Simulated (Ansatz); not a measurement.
# Equation of state of TiOs from a dense series

```xyz
2
Lattice="3.0800 0.0000 0.0000 0.0000 3.0800 0.0000 0.0000 0.0000 3.0800" Properties=species:S:1:pos:R:3 pbc="T T T"
Ti    1.5400    1.5400    1.5400
Os    0.0000    0.0000    0.0000
```

Atom numbers follow the list: Ti1, Os2.

Conventional cell: a = 3.080 Å, b = 3.080 Å, c = 3.080 Å, α = 90.00°, β = 90.00°, γ = 90.00°. Around Ti (atom 1) lie 8 Os at 2.67 Å. Around Os (atom 2) lie 8 Ti at 2.67 Å.

The cell comes from COD entry 1537945, which wasn't checked; take it as a given geometry.

No spin–orbit coupling, which matters for the heavy atoms here.

These are results of Ansatz 0.2.0, DFT, PBEsol, all-electron LAPW, scalar-relativistic, not measurements.

The runs use a Γ-centred 13×13×13 k mesh, Fermi–Dirac smearing of 0.03 eV, basis error target 0.5 meV/atom, no spin polarisation.

The cell is scaled evenly. Fractional coordinates are held (clamped ions).

```
V (Å³/atom)  P (GPa)
     13.733    12.87
     14.317     0.62
     14.463    -2.06
     14.609    -4.60
     14.755    -7.01
     14.901    -9.29
     15.193   -13.50
     15.486   -17.27
```

Q: Fit a third-order Birch–Murnaghan curve to the pressures.

A: P = (3B0/2)(y^(7/2) − y^(5/2))[1 + (3/4)(B0′ − 4)(y − 1)] with y = (V0/V)^(2/3) fits within 0.01 GPa for V0 = 14.350 Å³/atom, B0 = 266.7 GPa and B0′ = 4.26.

Q: Predict the pressure at the withheld volume, 14.025 Å³/atom.

A: There y = 1.0154, so the fit gives 6.41 GPa; the run gave 6.41 GPa.
